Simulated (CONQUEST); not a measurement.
Consider a self-consistent single point of ZnS (Pm, 16 atoms in the cell; from Materials Project mp-10281, changed as shown).

```
ZnS
1.0
    3.80895     0.00000     0.00000
    0.00000     6.59729     0.00000
    0.00000     0.00000    12.45260
Zn S
8 8
Direct
  0.50000   0.16667   0.74993
  0.00000   0.33333   0.24993
  0.00000   0.00000   0.50000
  0.00000   0.00000   0.00000
  0.00000   0.66667   0.74993
  0.50000   0.83333   0.24993
  0.50000   0.50000   0.50000
  0.50000   0.50000   0.00000
  0.50000   0.16667   0.93773
  0.00000   0.33333   0.43773
  0.00000   0.00000   0.68734
  0.00000   0.00000   0.18734
  0.00000   0.66667   0.94094
  0.50000   0.83333   0.43773
  0.50000   0.50000   0.68734
  0.50000   0.50000   0.18734
```

Computed with PBE, numerical atomic orbitals double-zeta with polarisation (the shipped basis), PseudoDojo norm-conserving potentials made for PBE (CONQUEST 1.3).

CONQUEST settings:

- basis: DZP
- Diag.MPMeshX, Y, Z: 4 2 1
- potentials: PseudoDojo norm-conserving PBE
- Grid.GridCutoff: 175 Ha
- DM.SolutionMethod: diagon
- Diag.MPShiftZ: 0.50000000
- Diag.kT: 0.0001 Ha
- minE.SCTolerance: 1.0e-06
- SC.MaxIters: 100
- SC.LinearMixingFactor: 0.3
- SC.KerkerPreCondition: true
- SC.KerkerFactor: 0.1 1/bohr
- AtomMove.TypeOfRun: static

Results:

| Quantity | Value |
|---|---|
| Number of valence electrons | 208 |
| Number of bands | 256 |
| Number of k-points after the program's reduction | 8 |
| Size of the basis | 256 |
| Number of SCF iterations | 8 |
| FFT grid | 48 × 80 × 144 |
| Free energy E − TS | -47916.8662 eV |
| Pressure | 4.66 GPa |
| Largest force (vector length) | 0.405 eV/Å |

Forces (eV/Å):
| atom | Fx | Fy | Fz |
|---|---|---|---|
| Zn1 | 0.000 | -0.001 | 0.029 |
| Zn2 | 0.000 | 0.002 | 0.007 |
| Zn3 | 0.000 | -0.010 | -0.034 |
| Zn4 | 0.000 | 0.070 | 0.013 |
| Zn5 | 0.000 | 0.006 | 0.210 |
| Zn6 | 0.000 | -0.007 | 0.006 |
| Zn7 | 0.000 | -0.008 | -0.041 |
| Zn8 | 0.000 | -0.052 | 0.040 |
| S9 | 0.000 | -0.004 | -0.027 |
| S10 | 0.000 | 0.007 | 0.007 |
| S11 | 0.000 | 0.001 | 0.030 |
| S12 | 0.000 | 0.010 | 0.030 |
| S13 | 0.000 | -0.010 | -0.405 |
| S14 | 0.000 | 0.007 | -0.005 |
| S15 | 0.000 | 0.017 | 0.051 |
| S16 | 0.000 | -0.027 | 0.052 |

For comparison: a first run was changed to give this one (atom 13 moved by +0.04 angstrom along z), and from it to this one the free energy hardly moves (within 1 meV/atom), the pressure hardly changes (4.65 to 4.66 GPa) and the largest force goes from under 0.1 to 0.40 eV/Å.

The program uses no crystal symmetry, so grid and mesh can part values that symmetry would make equal. The atom-centred basis is finite, which shifts total energies, pressures and forces against plane waves. The structure comes from a collection of computed structures, made at another level of theory; the collection holds predicted forms beside known ones.

Cost on one core: very roughly 2.1 core-minutes.
